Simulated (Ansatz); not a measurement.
Each is relaxed and computed with plane-wave PAW r²SCAN (Ansatz code). Which is the only metal?
(A) GaGeTe, R-3m (Ga on 6c, Ge on 6c, Te on 6c)
(B) LaGeRu, P4/nmm (La on 2c, Ge on 2c, Ru on 2a)
(C) As2Ru, Pnnm (As on 4g, Ru on 2a)
(D) RuS2, Pa-3 (Ru on 4a, S on 8c)

B, LaGeRu, P4/nmm (La on 2c, Ge on 2c, Ru on 2a). LaGeRu: metal; RuS2: gap 0.89 eV (indirect); GaGeTe: gap 0.60 eV (direct); As2Ru: gap 0.57 eV (indirect). Standing as an ambient phase not checked: LaGeRu, P4/nmm (La on 2c, Ge on 2c, Ru on 2a); GaGeTe, R-3m (Ga on 6c, Ge on 6c, Te on 6c); As2Ru, Pnnm (As on 4g, Ru on 2a). Weakly bound layers, chains or molecules computed without a dispersion correction, so cells and soft constants are ill determined: GaGeTe, R-3m (Ga on 6c, Ge on 6c, Te on 6c). All cells were relaxed under the symmetry of their starts (and spin orders); stability against distortions was not tested throughout. Rows with no word on spin ran without spin polarisation. Spin–orbit coupling is left out wherever it is not named.

Potentials: the earlier of the program's two PAW sets.
